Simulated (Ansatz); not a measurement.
Mg (9R (Sm type), R-3m) under volume change, the program Ansatz at the r²SCAN level (PAW), shape and atoms relaxed at each volume.

```tsv
V (Å³/atom)	E − E(relaxed) (meV/atom)	P (GPa)
20.610	[?]	[?]
21.289	11.1	2.74
21.969	2.6	1.27
22.648	0.0	0.00
23.328	[?]	[?]
24.007	9.1	-2.05
24.687	19.6	-2.87
```

Some entries are withheld; supply them.


- 20.610, E − E(relaxed) (meV/atom): 26.2
- 20.610, P (GPa): 4.45
- 23.328, E − E(relaxed) (meV/atom): 2.4
- 23.328, P (GPa): -1.10

What does a third-order Birch–Murnaghan fit give for V₀, B₀ and B′?

V₀ = 22.65 Å³/atom, B₀ = 39.4 GPa, B′ = 3.9.

The first step of the workflow began from a Materials Project structure, measured or hypothetical; the Crystallography Open Database copy checked does not list it. It is not the phase usual at ambient conditions (space group No. 194). The cell was relaxed with r²SCAN under the symmetry of its start; whether a distortion lowers the energy is not shown.

Potentials: the earlier of the program's two PAW sets.
